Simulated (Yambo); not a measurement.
G0W0@PBEsol for TiZnO3 (space group R-3, No. 148) in Yambo. Reference settings: 2×2×2 Γ-centred k mesh, bands 11 to 185 and a 7 Ry block in the screening, 185 bands in G with the Bruneval-Gonze terminator, plasmon pole fitted at 27.2 eV. The PBEsol gap F → F on this mesh is 3.27 eV; G0W0 gaps are taken between the same points.

The settings were changed. The gap went from 5.15 eV to 5.12 eV, and the shift of the valence edge from -0.48 eV to -0.42 eV.

Question: Name the change that produced these shifts.
A) pole fitted at 15 eV
B) 89 bands in G, no terminator
C) no terminator
D) 130 bands in G, no terminator

Answer: A, pole fitted at 15 eV. The others gave (gap, valence shift): 130 bands in G, no terminator: 5.29, -0.11 eV; no terminator: 5.26, -0.26 eV; 89 bands in G, no terminator: 5.28, 0.17 eV.

Geometry of the Materials Project entry, not relaxed at this level; primitive cell a = 5.551 Å, b = 5.551 Å, c = 5.551 Å, α = 55.04°, β = 55.04°, γ = 55.04°.

The structure is a Materials Project entry; no match was found in the copy of COD used, and its stability was not checked.

A shift is the quasiparticle energy of the state minus its PBEsol energy.
